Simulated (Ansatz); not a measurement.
AlNi3: pressure against volume

AlNi3, P6_3/mmc, a = 5.010 Å, c = 4.041 Å. The structure is a Materials Project entry; whether it is the stable form wasn't checked. Ansatz: r2SCAN, PAW, 500 eV, Γ-centred 12×12×10 mesh on 8 atoms, Gaussian smearing 0.10 eV; collinear spin, largest moment 0.3 μB. Shape and atoms are relaxed at each volume; pressure is positive in compression.

```
V (Å³/atom) P (GPa)
      9.992        ?
     10.321    14.31
     10.650     6.56
     10.980     0.00
     11.309    -5.54
     11.639   -10.22
```

Question: Take V0 = 10.980 Å³/atom, fit the third-order Birch–Murnaghan form to the other rows, and predict the missing pressure.

Answer: With the Eulerian strain f = ½[(V0/V)^(2/3) − 1] and y = P/[3f(1 + 2f)^(5/2)], the form is the line y = B0 + 1.5 B0 (B0′ − 4) f. Rows (f, y): 0.02106, 204.3; 0.01028, 202.2; -0.00974, 199.2; -0.01906, 197.0. Means f = 0.0006350, y = 200.68; Σ(Δf)² = 0.001006, ΣΔfΔy = 0.1764; the slope is their ratio. y = 200.6 + 175.4 f GPa, so B0 = 200.6 GPa and B0′ = 4 + 2 × (175.4)/(3 × 200.6) = 4.58. At V = 9.992, f = 0.03244, y = 206.29 and P = 23.49 GPa. The run gave 23.49 GPa, the same to the digits shown. The form still works here, 25 % of the fitted range beyond its end.

The state reached may not be the lowest one.